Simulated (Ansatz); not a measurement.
How long does this Ansatz run take?

```yaml
crystal:
  lattice:
    - [9.339, 0.0, 0.0]
    - [-3.113, 5.391874164, 0.0]
    - [0.0, 0.0, 9.962]
  atoms:
    - { symbol: Si, position: [0.1111111111, 0.3333333334, 0.0] }
    - { symbol: Al, position: [0.1111111111, 0.3333333334, 0.5] }
    - { symbol: Al, position: [0.1111111111, 0.8333333334, 0.0] }
    - { symbol: Al, position: [0.1111111111, 0.8333333334, 0.5] }
    - { symbol: Al, position: [0.4444444444, 0.3333333334, 0.0] }
    - { symbol: Al, position: [0.4444444444, 0.3333333334, 0.5] }
    - { symbol: Al, position: [0.4444444444, 0.8333333334, 0.0] }
    - { symbol: Al, position: [0.4444444444, 0.8333333334, 0.5] }
    - { symbol: Al, position: [0.7777777778, 0.3333333334, 0.0] }
    - { symbol: Al, position: [0.7777777778, 0.3333333334, 0.5] }
    - { symbol: Al, position: [0.7777777778, 0.8333333334, 0.0] }
    - { symbol: Al, position: [0.7777777778, 0.8333333334, 0.5] }
    - { symbol: Al, position: [0.2222222222, 0.1666666666, 0.25] }
    - { symbol: Al, position: [0.2222222222, 0.1666666666, 0.75] }
    - { symbol: Al, position: [0.2222222222, 0.6666666666, 0.25] }
    - { symbol: Al, position: [0.2222222222, 0.6666666666, 0.75] }
    - { symbol: Al, position: [0.5555555556, 0.1666666666, 0.25] }
    - { symbol: Al, position: [0.5555555556, 0.1666666666, 0.75] }
    - { symbol: Al, position: [0.5555555556, 0.6666666666, 0.25] }
    - { symbol: Al, position: [0.5555555556, 0.6666666666, 0.75] }
    - { symbol: Al, position: [0.8888888889, 0.1666666666, 0.25] }
    - { symbol: Al, position: [0.8888888889, 0.1666666666, 0.75] }
    - { symbol: Al, position: [0.8888888889, 0.6666666666, 0.25] }
    - { symbol: Al, position: [0.8888888889, 0.6666666666, 0.75] }
    - { symbol: "N", position: [0.1111111111, 0.3333333334, 0.19] }
    - { symbol: "N", position: [0.1111111111, 0.3333333334, 0.69] }
    - { symbol: "N", position: [0.1111111111, 0.8333333334, 0.19] }
    - { symbol: "N", position: [0.1111111111, 0.8333333334, 0.69] }
    - { symbol: "N", position: [0.4444444444, 0.3333333334, 0.19] }
    - { symbol: "N", position: [0.4444444444, 0.3333333334, 0.69] }
    - { symbol: "N", position: [0.4444444444, 0.8333333334, 0.19] }
    - { symbol: "N", position: [0.4444444444, 0.8333333334, 0.69] }
    - { symbol: "N", position: [0.7777777778, 0.3333333334, 0.19] }
    - { symbol: "N", position: [0.7777777778, 0.3333333334, 0.69] }
    - { symbol: "N", position: [0.7777777778, 0.8333333334, 0.19] }
    - { symbol: "N", position: [0.7777777778, 0.8333333334, 0.69] }
    - { symbol: "N", position: [0.2222222222, 0.1666666666, 0.44] }
    - { symbol: "N", position: [0.2222222222, 0.1666666666, 0.94] }
    - { symbol: "N", position: [0.2222222222, 0.6666666666, 0.44] }
    - { symbol: "N", position: [0.2222222222, 0.6666666666, 0.94] }
    - { symbol: "N", position: [0.5555555556, 0.1666666666, 0.44] }
    - { symbol: "N", position: [0.5555555556, 0.1666666666, 0.94] }
    - { symbol: "N", position: [0.5555555556, 0.6666666666, 0.44] }
    - { symbol: "N", position: [0.5555555556, 0.6666666666, 0.94] }
    - { symbol: "N", position: [0.8888888889, 0.1666666666, 0.44] }
    - { symbol: "N", position: [0.8888888889, 0.1666666666, 0.94] }
    - { symbol: "N", position: [0.8888888889, 0.6666666666, 0.44] }
    - { symbol: "N", position: [0.8888888889, 0.6666666666, 0.94] }
total_charge: 1
kpoints:
  mp_grid: { grid: [3, 4, 2] }
scf:
  occupations: { method: fermi_dirac, width: 0.01 }
hamiltonian:
  xc: pbe
  pseudopotentials: { kind: paw }
output:
  forces: true
  stress: true
  populations: true
  efg:
    quadrupole_moments_barn: { Al: 0.1466, "N": 0.02044 }
    contact_densities: true
relax:
  f_tol: 0.03
  max_steps: 40
```

```sh
ansatz run input.yaml --threads 1 --pin off --max-ram 3072MiB --backend cpu --events-out ev --progress --plain --runs-dir out
```

It runs on 1 thread of Arm Neoverse V1 (aarch64; 8 cores open to the job, memory cap 3.0 GiB, no GPU), a shared host with a load of 0.6 a core.

Problem. How much time and memory should be set aside?

Solution. About 10 min of wall time (10 min of CPU time) and 1.4 GiB. The run holds 192 valence electrons in 144 bands, about 9817 plane waves a k-point and 14 irreducible k-points, and took 29 SCF iterations, over 6 ionic steps. Times on a shared host vary by tens of per cent.
